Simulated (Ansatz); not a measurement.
Ca4Bi2O:
Space group I4/mmm (No. 139); a = 4.735 Å, b = 4.735 Å, c = 16.516 Å, α = 90.00°, β = 90.00°, γ = 90.00°

```json
[
 {"atom": "Ca", "site": "4e", "symmetry": "4mm", "x": "0.0000", "y": "0.0000", "z": "0.3369"},
 {"atom": "Ca", "site": "4c", "symmetry": "mmm.", "x": "0.0000", "y": "0.5000", "z": "0.0000"},
 {"atom": "Bi", "site": "4e", "symmetry": "4mm", "x": "0.0000", "y": "0.0000", "z": "0.1405"},
 {"atom": "O", "site": "2b", "symmetry": "4/mmm", "x": "0.0000", "y": "0.0000", "z": "0.5000"}
]
```
(The calculation used a cell of 7 atoms; values per cell refer to that cell.)

Relaxed with r²SCAN. The program Ansatz at the r²SCAN level (PAW) gives a gap of 1.19 eV.

Question: What gap does HSE06 give on the same cell (Ansatz, PAW)?

Answer: 1.45 eV, 0.26 eV more. The hybrid was solved on a coarser mesh and at special points; the gap given is the minimum over both.

| k | v1 r²SCAN | c1 r²SCAN | v1 HSE06 | c1 HSE06 |
|---|---|---|---|---|
| Γ | 0.00 | 1.62 | [?] | [?] |
| M | -0.35 | 1.19 | -0.39 | 1.45 |
| X | -1.11 | 1.68 | [?] | [?] |
| P | -1.14 | 1.85 | [?] | [?] |
| N | -0.79 | 2.25 | -0.80 | 2.65 |
| S0 | -0.80 | 2.17 | [?] | [?] |
| R | -1.11 | 1.69 | -1.17 | 1.98 |

Question: Top valence (v1) and lowest conduction level (c1) in eV from each method's valence maximum (which need not be a listed point): supply the withheld HSE06 values.

Answer: 
- S0, v1 HSE06: -0.81
- S0, c1 HSE06: 2.54
- P, v1 HSE06: -1.20
- P, c1 HSE06: 2.16
- Γ, v1 HSE06: 0.00
- Γ, c1 HSE06: 1.91
- X, v1 HSE06: -1.17
- X, c1 HSE06: 1.96

Cost on shared cores: the r²SCAN run (SCF on a 8×8×8 mesh, then bands and DOS) very roughly 3.0 core-minutes, the HSE06 run (SCF on 5×5×5, then a few points) about 30 core-minutes (a rough figure); the tasks are unlike.

The first step of the workflow began from a Materials Project structure, measured or hypothetical; the Crystallography Open Database copy checked does not list it. Whether it is the stable phase at ambient conditions was not checked. Symmetry was held in the r²SCAN relaxation; whether a distortion lowers the energy is not shown. Scalar-relativistic: spin–orbit coupling is off unless named, which matters more the heavier the elements.

Potentials: the later of the program's two PAW sets.
